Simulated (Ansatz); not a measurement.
Level of theory: DFT PBE, scalar-relativistic, plane waves, PAW in Ansatz 0.2.0. All cells share a 420 eV cutoff and Γ-centred k meshes spaced at most about 0.3 Å⁻¹ (about 0.25 or finer for metals, 2π included). No spin polarisation in the final relaxations.

These are static total energies at zero pressure.

Two forms of TaOF were relaxed alike.

1.

```xyz
6
Lattice="3.3332 0.0000 0.0000 0.0000 3.3332 0.0000 0.0000 0.0000 8.8283" Properties=species:S:1:pos:R:3 pbc="T T T"
Ta    0.0000    1.6666    7.5026
Ta    1.6666    0.0000    1.3257
O     0.0000    0.0000    0.0000
O     1.6666    1.6666    0.0000
F     0.0000    1.6666    5.6409
F     1.6666    0.0000    3.1873
```

2.

```xyz
3
Lattice="3.6764 0.0000 0.0000 -1.8382 3.1838 0.0000 0.0000 0.0000 2.6738" Properties=species:S:1:pos:R:3 pbc="T T T"
Ta    0.0000    2.1225    1.3369
O     1.8382    1.0613    0.0000
F     0.0000    0.0000    1.3369
```

Problem. Which is lower in energy, and by how much?

Solution. Cell 1 is lower, by 0.34 eV/atom. Cell 1 has space group P4/nmm (No. 129), 16.3 Å³/atom and no gap on its mesh; cell 2 has space group P-6m2 (No. 187), 10.4 Å³/atom and no gap. Counting F or O atoms around Ta (for each partner element, those within 1.25 times its shortest distance or 1.15 times the sum of covalent radii, where it is the nearest in units of that sum or under 1.3; a plus sign parts groups by distance over the sum of covalent radii), cell 1 has Ta 5 and cell 2 has Ta 3+6. In cell 1, Ta is surrounded by 1 F at 1.86 Å and 4 O at 2.13 Å; O is surrounded by 4 Ta at 2.13 Å and 4 O at 2.36 Å; around F lies 1 Ta at 1.86 Å. In cell 2, Ta has 3 F at 2.12 Å, 6 O at 2.51 Å and 2 Ta at 2.67 Å; O has 6 F at 2.51 Å, 6 Ta at 2.51 Å and 2 O at 2.67 Å; around F lie 3 Ta at 2.12 Å, 6 O at 2.51 Å and 2 F at 2.67 Å. Both come from invented guesses. A third cell relaxed alike, in P4/mmm, lies 0.33 eV/atom below the lower of the two.

No dispersion correction is applied, so the spacing and binding between layers, chains or molecules are poorly described (P4/nmm), and this can change margins and order among such cells. These runs have no spin–orbit coupling, which can matter for Ta. Cells relaxed within their symmetry can be saddle points.
